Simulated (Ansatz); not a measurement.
GaP (zinc blende)

```
GaP
1.0
    0.00000     5.45138     5.45138
    2.72569     2.72569     5.45138
    2.72569     2.72569     0.00000
P Ga
2 2
Direct
  0.00000   0.75000   0.75000
  0.50000   0.75000   0.75000
  0.00000   0.00000   0.00000
  0.50000   0.00000   0.00000
```

The atoms are displaced by Q × the pattern below (from a DFPT mode at X = (0.5, 0.5, 0.0), largest move 1; Q in Å), at fixed cell. (q is in reciprocal vectors of the primitive cell; the cell shown is doubled to hold the pattern.)

```json
[
 {"atom": "Ga3", "x": "0.000", "y": "0.000", "z": "-1.000"},
 {"atom": "Ga4", "x": "0.000", "y": "0.000", "z": "1.000"}
]
```

Atoms not listed stay in place.

Calculation: r2SCAN (plane waves to 500 eV, PAW, scalar-relativistic; Ansatz, a quantum-chemistry and plane-wave program). k mesh 10×10×10 (Γ-centred), Fermi-Dirac smearing 0.05 eV. E stands for the smeared free energy. GaP was relaxed with its symmetry unable to fall. The zero of ΔE is the undisplaced structure.

```tsv
Q (Å)	ΔE (meV/cell)
-0.180	522
-0.120	233
-0.060	59
0.000	0
0.060	59
0.120	233
0.180	522
```

Question: Which DFPT wavenumber at X = (0.5, 0.5, 0.0) belongs to this mode?
(A) 252 cm⁻¹
(B) 109 cm⁻¹
(C) 358 cm⁻¹

Answer: A, 252 cm⁻¹. The curvature of the scan gives 252 cm⁻¹

(A displaced cell: forces are minus the slopes of the energy, force constants its curvatures, and phonons follow from these.)
